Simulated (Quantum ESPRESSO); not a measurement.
# Computed records: Al$_{2}$ZnGeN$_{4}$ (made-up cell)

Computed with Quantum ESPRESSO 7.5. Calculation on a made-up crystal cell, not a measurement, run twice, once with a planted mistake found by running each candidate: periodic Kohn-Sham density functional theory in plane waves with PseudoDojo standard norm-conserving scalar-relativistic pseudopotentials, each functional with its own files (v0.5 for PBE, v0.4.1 for LDA and PBEsol), no spin polarisation, no spin-orbit coupling, atoms not relaxed, stress positive in tension, energies less a fixed whole-eV offset for each atom's element; levels are Kohn-Sham levels at fractions of this cell's reciprocal vectors, counted from the reference band (half the neutral cell's valence electrons, rounded up) at Gamma; error bars cover cutoff and k-mesh only, not smearing or the files; a charged cell sits in a uniform background, with energy and stress on this program's zero of potential; each bar is the largest change over components, and at least 0.002 eV, 0.002 eV per angstrom or 0.02 GPa; energies are for the whole cell, and the offsets were chosen from early runs and are not element reference energies; a distance is the largest change of any value in units of its error bar, a scale change is of lengths, and a coarse mesh keeps the half-step shift.

Settings shared by all entries: lattice type zincblende/diamond; intended functional pbe; intended cutoff 1143 eV; intended fermi dirac smearing 0.025 eV; intended scf tolerance 1e-07 eV; intended electrons removed 0; healthy free energy less offsets -2.064 eV; healthy smearing term minus ts 0 eV; healthy scf iterations 11; healthy pressure 15.62 GPa; healthy stress xx -15.49 GPa; healthy stress yy -16.4 GPa; healthy stress zz -14.96 GPa; healthy stress yz -1.56 GPa; healthy stress xz -1.31 GPa; healthy stress xy -5.82 GPa; candidate k points along each vector 2; candidate cutoff 592 eV; candidate smearing 0.74 eV; candidate functional pbesol; candidate scf tolerance 0.1 eV; candidate electrons removed -1; candidate scale change 0.68 percent; candidate first exchanged site 2; candidate second exchanged site 3; intended k mesh 4 x 4 x 4, shifted by half a step; structure shown as intended, without the mistake.

(1) Al$_{2}$ZnGeN$_{4}$ (made-up cell)

Intended structure:
```
cell vectors (Å)
   4.3721     0.0000     0.0000
   0.0000     4.3721     0.0000
   0.0000     0.0000     4.3721
atoms (fractions of the cell vectors)
Al  0.00785  0.01496 -0.00782
Ge -0.01777  0.48860  0.50701
Zn  0.49761 -0.00320  0.51884
Al  0.51611  0.50452  0.00823
N   0.24272  0.25242  0.24908
N   0.25699  0.75490  0.75357
N   0.74127  0.24487  0.74376
N   0.74404  0.73855  0.24563
```

```
faulty free energy less offsets     : -1.84 eV
faulty smearing term minus ts       : 0 eV
faulty scf iterations               : 11
faulty pressure                     : 15.83 GPa
faulty stress xx                    : -15.69 GPa
faulty stress yy                    : -16.59 GPa
faulty stress zz                    : -15.21 GPa
faulty stress yz                    : -1.5 GPa
faulty stress xz                    : -1.27 GPa
faulty stress xy                    : -5.85 GPa
fault kind                          : coarse kmesh
other mistakes run                  : 7
distance from healthy               : 79.33 error bars
distance from nearest other mistake : 97.34 error bars
healthy error bar energy            : 0.002826 eV
healthy error bar stress            : 0.02 GPa
healthy error bar force             : 0.002 eV/Å
```

Atoms:
```csv
atoms element,atom site,atom energy offset (eV)
Al,1,-64
Ge,2,-2430
Zn,3,-5687
Al,4,-64
N,5,-283
N,6,-283
N,7,-283
N,8,-283
```

Healthy forces:
```csv
site,x (eV/Å),y (eV/Å),z (eV/Å)
1,-0.43,-1.547,0.698
2,1.947,1.55,-0.954
3,-0.303,-0.199,-2.468
4,-2.337,-0.809,-0.825
5,-0.439,1.197,-0.587
6,-2.585,-2.64,1.615
7,1.795,1.712,2.536
8,2.353,0.736,-0.015
```

Faulty forces:
```csv
site,x (eV/Å),y (eV/Å),z (eV/Å)
1,-0.423,-1.552,0.698
2,1.95,1.549,-0.979
3,-0.302,-0.198,-2.473
4,-2.342,-0.799,-0.824
5,-0.5,1.246,-0.604
6,-2.636,-2.686,1.649
7,1.866,1.787,2.566
8,2.386,0.652,-0.032
```

Candidate mistake: coarse kmesh, low cutoff, wide smearing, wrong functional, loose scf, wrong charge, cell scaled, atoms exchanged

(2) Al$_{2}$ZnGeN$_{4}$ (made-up cell)

Structure as in entry 1.

```
faulty free energy less offsets     : -2.353 eV
faulty smearing term minus ts       : -1.227 eV
faulty scf iterations               : 11
faulty pressure                     : 17.22 GPa
faulty stress xx                    : -17.09 GPa
faulty stress yy                    : -17.9 GPa
faulty stress zz                    : -16.68 GPa
faulty stress yz                    : -1.65 GPa
faulty stress xz                    : -1.44 GPa
faulty stress xy                    : -6.07 GPa
fault kind                          : wide smearing
other mistakes run                  : 7
distance from healthy               : 434.2 error bars
distance from nearest other mistake : 434.2 error bars
healthy error bar energy            : 0.002826 eV
healthy error bar stress            : 0.02 GPa
healthy error bar force             : 0.002 eV/Å
```

Atoms:
```csv
atoms element,atom site,atom energy offset (eV)
Al,1,-64
Ge,2,-2430
Zn,3,-5687
Al,4,-64
N,5,-283
N,6,-283
N,7,-283
N,8,-283
```

Healthy forces:
```csv
site,x (eV/Å),y (eV/Å),z (eV/Å)
1,-0.43,-1.547,0.698
2,1.947,1.55,-0.954
3,-0.303,-0.199,-2.468
4,-2.337,-0.809,-0.825
5,-0.439,1.197,-0.587
6,-2.585,-2.64,1.615
7,1.795,1.712,2.536
8,2.353,0.736,-0.015
```

Faulty forces:
```csv
site,x (eV/Å),y (eV/Å),z (eV/Å)
1,-0.507,-1.466,0.623
2,1.822,1.466,-0.819
3,-0.261,-0.173,-2.407
4,-2.232,-0.874,-0.897
5,-0.309,1.12,-0.619
6,-2.394,-2.482,1.632
7,1.619,1.543,2.547
8,2.262,0.868,-0.061
```

Candidate mistake: coarse kmesh, low cutoff, wide smearing, wrong functional, loose scf, wrong charge, cell scaled, atoms exchanged

(3) Al$_{2}$ZnGeN$_{4}$ (made-up cell)

Structure as in entry 1.

```
faulty free energy less offsets     : -2.038 eV
faulty smearing term minus ts       : 0 eV
faulty scf iterations               : 5
faulty pressure                     : 17.73 GPa
faulty stress xx                    : -17.53 GPa
faulty stress yy                    : -18.49 GPa
faulty stress zz                    : -17.16 GPa
faulty stress yz                    : -1.61 GPa
faulty stress xz                    : -1.37 GPa
faulty stress xy                    : -5.86 GPa
fault kind                          : loose scf
other mistakes run                  : 7
distance from healthy               : 109.8 error bars
distance from nearest other mistake : 97.34 error bars
healthy error bar energy            : 0.002826 eV
healthy error bar stress            : 0.02 GPa
healthy error bar force             : 0.002 eV/Å
```

Atoms:
```csv
atoms element,atom site,atom energy offset (eV)
Al,1,-64
Ge,2,-2430
Zn,3,-5687
Al,4,-64
N,5,-283
N,6,-283
N,7,-283
N,8,-283
```

Healthy forces:
```csv
site,x (eV/Å),y (eV/Å),z (eV/Å)
1,-0.43,-1.547,0.698
2,1.947,1.55,-0.954
3,-0.303,-0.199,-2.468
4,-2.337,-0.809,-0.825
5,-0.439,1.197,-0.587
6,-2.585,-2.64,1.615
7,1.795,1.712,2.536
8,2.353,0.736,-0.015
```

Faulty forces:
```csv
site,x (eV/Å),y (eV/Å),z (eV/Å)
1,-0.403,-1.568,0.668
2,1.89,1.487,-0.865
3,-0.245,-0.134,-2.446
4,-2.343,-0.78,-0.834
5,-0.561,1.245,-0.543
6,-2.657,-2.68,1.533
7,1.898,1.787,2.456
8,2.421,0.644,0.03
```

Candidate mistake: coarse kmesh, low cutoff, wide smearing, wrong functional, loose scf, wrong charge, cell scaled, atoms exchanged

(4) Al$_{2}$ZnGeN$_{4}$ (made-up cell)

Structure as in entry 1.

```
faulty free energy less offsets     : 11.861 eV
faulty smearing term minus ts       : -0.005 eV
faulty scf iterations               : 12
faulty pressure                     : 50.77 GPa
faulty stress xx                    : -50.49 GPa
faulty stress yy                    : -51.17 GPa
faulty stress zz                    : -50.66 GPa
faulty stress yz                    : -1.48 GPa
faulty stress xz                    : -1.36 GPa
faulty stress xy                    : -6.87 GPa
fault kind                          : wrong charge
other mistakes run                  : 7
distance from healthy               : 4927 error bars
distance from nearest other mistake : 2052 error bars
healthy error bar energy            : 0.002826 eV
healthy error bar stress            : 0.02 GPa
healthy error bar force             : 0.002 eV/Å
```

Atoms:
```csv
atoms element,atom site,atom energy offset (eV)
Al,1,-64
Ge,2,-2430
Zn,3,-5687
Al,4,-64
N,5,-283
N,6,-283
N,7,-283
N,8,-283
```

Healthy forces:
```csv
site,x (eV/Å),y (eV/Å),z (eV/Å)
1,-0.43,-1.547,0.698
2,1.947,1.55,-0.954
3,-0.303,-0.199,-2.468
4,-2.337,-0.809,-0.825
5,-0.439,1.197,-0.587
6,-2.585,-2.64,1.615
7,1.795,1.712,2.536
8,2.353,0.736,-0.015
```

Faulty forces:
```csv
site,x (eV/Å),y (eV/Å),z (eV/Å)
1,-0.63,-1.224,0.443
2,1.529,1.186,-0.505
3,-0.168,-0.079,-2.308
4,-1.999,-1.039,-1.036
5,0.001,0.936,-0.993
6,-2.045,-2.162,2.052
7,1.259,1.185,2.818
8,2.053,1.197,-0.471
```

Candidate mistake: coarse kmesh, low cutoff, wide smearing, wrong functional, loose scf, wrong charge, cell scaled, atoms exchanged

(5) Al$_{2}$ZnGeN$_{4}$ (made-up cell)

Structure as in entry 1.

```
faulty free energy less offsets     : -2.207 eV
faulty smearing term minus ts       : 0 eV
faulty scf iterations               : 13
faulty pressure                     : 15.4 GPa
faulty stress xx                    : -16.19 GPa
faulty stress yy                    : -15.59 GPa
faulty stress zz                    : -14.44 GPa
faulty stress yz                    : -0.85 GPa
faulty stress xz                    : -0.88 GPa
faulty stress xy                    : -5.47 GPa
fault kind                          : atoms exchanged
other mistakes run                  : 7
distance from healthy               : 1387 error bars
distance from nearest other mistake : 1303 error bars
healthy error bar energy            : 0.002826 eV
healthy error bar stress            : 0.02 GPa
healthy error bar force             : 0.002 eV/Å
```

Atoms:
```csv
atoms element,atom site,atom energy offset (eV)
Al,1,-64
Ge,2,-2430
Zn,3,-5687
Al,4,-64
N,5,-283
N,6,-283
N,7,-283
N,8,-283
```

Healthy forces:
```csv
site,x (eV/Å),y (eV/Å),z (eV/Å)
1,-0.43,-1.547,0.698
2,1.947,1.55,-0.954
3,-0.303,-0.199,-2.468
4,-2.337,-0.809,-0.825
5,-0.439,1.197,-0.587
6,-2.585,-2.64,1.615
7,1.795,1.712,2.536
8,2.353,0.736,-0.015
```

Faulty forces:
```csv
site,x (eV/Å),y (eV/Å),z (eV/Å)
1,-0.592,-1.381,0.801
2,1.559,1.303,-0.456
3,-0.399,-0.265,-2.876
4,-2.106,-0.936,-0.718
5,2.169,-1.005,-0.626
6,0.108,-0.003,1.3
7,-0.897,-1.062,2.649
8,0.158,3.349,-0.075
```

Candidate mistake: coarse kmesh, low cutoff, wide smearing, wrong functional, loose scf, wrong charge, cell scaled, atoms exchanged
